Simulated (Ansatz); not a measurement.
Consider a crystal of Nd4O in space group P-43m (No. 215), with Nd on 4e; O on 1a.

The calculation used DFT PBE, scalar-relativistic, plane waves, PAW, and for the lanthanide a 4f-in-core norm-conserving potential, in Ansatz. Cutoff 660 eV, Γ-centred mesh, Gaussian smearing, no spin polarisation.

The zero of energy is the elements' standard structures at the same level (O₂ as a molecule); no fitted shifts are applied.

**Question.** Give the relaxed lattice parameters and positions.

**Answer.**

Space group P-43m (No. 215). a = 5.434 Å, b = 5.434 Å, c = 5.434 Å, α = 90.00°, β = 90.00°, γ = 90.00°
```tsv
atom	site	symmetry	x	y	z
Nd	4e	.3m	0.2427	0.2427	0.2427
O	1a	-43m	0.0000	0.0000	0.0000
```

Nd has 1 O at 2.28 Å and 12 Nd at 3.73–3.95 Å; O is surrounded by 4 Nd at 2.28 Å. Another local minimum with the same sites may exist.

**Question.** And its energy and gap?

**Answer.** The energy over the elements is −1.01 eV/atom and the gap on the 8×8×8 mesh of the 5-atom cell is 0 eV (a metal).

The last run used Gaussian smearing of 0.10 eV. A later test with randomly moved atoms came back to the same energy, though modes that don't fit the test's cell weren't probed. Another cell of Nd4O relaxed alike, in Pm-3m, lies 58 meV/atom lower, so this cell isn't the stable form at this level.

The lanthanide is trivalent by construction, without f bands, f moments or other valences. The reference runs of the other elements, and any phases without the lanthanide, used 420 eV, which shifts energies against them by under 10 meV/atom. The lanthanide's reference is the lowest of its hcp, dhcp and fcc cells.
